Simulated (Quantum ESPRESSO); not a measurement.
```cif
data_O18Sn6Zn6
_chemical_formula_sum 'O18 Zn6 Sn6'
_space_group_name_H-M_alt 'R3c :H'
_space_group_IT_number 161
_space_group_name_Hall 'R 3 -2"c'
_cell_length_a 5.35089
_cell_length_b 5.35089
_cell_length_c 14.22445
_cell_angle_alpha 90.000
_cell_angle_beta 90.000
_cell_angle_gamma 120.000
loop_
_atom_site_label
_atom_site_type_symbol
_atom_site_symmetry_multiplicity
_atom_site_Wyckoff_symbol
_atom_site_fract_x
_atom_site_fract_y
_atom_site_fract_z
_atom_site_occupancy
O1 O 18 b 0.36954 0.02475 0.23756 1
Zn1 Zn 6 a 0.00000 0.00000 0.28407 1
Sn1 Sn 6 a 0.00000 0.00000 0.00184 1
```
(The calculation used a cell of 10 atoms; values per cell refer to that cell.)

The geometry is that of Materials Project entry mp-13334, symmetrised and not relaxed again.

**Question.** What does PBEsol (pw.x of Quantum ESPRESSO, ONCV potentials, no spin-orbit coupling) give for the electronic structure near the Fermi level?

**Answer.** The PBEsol gap is direct, 1.02 eV at Γ. Spin-orbit splittings are left out.

The structure is a Materials Project entry; no match was found in the copy of COD used, and its stability was not checked.
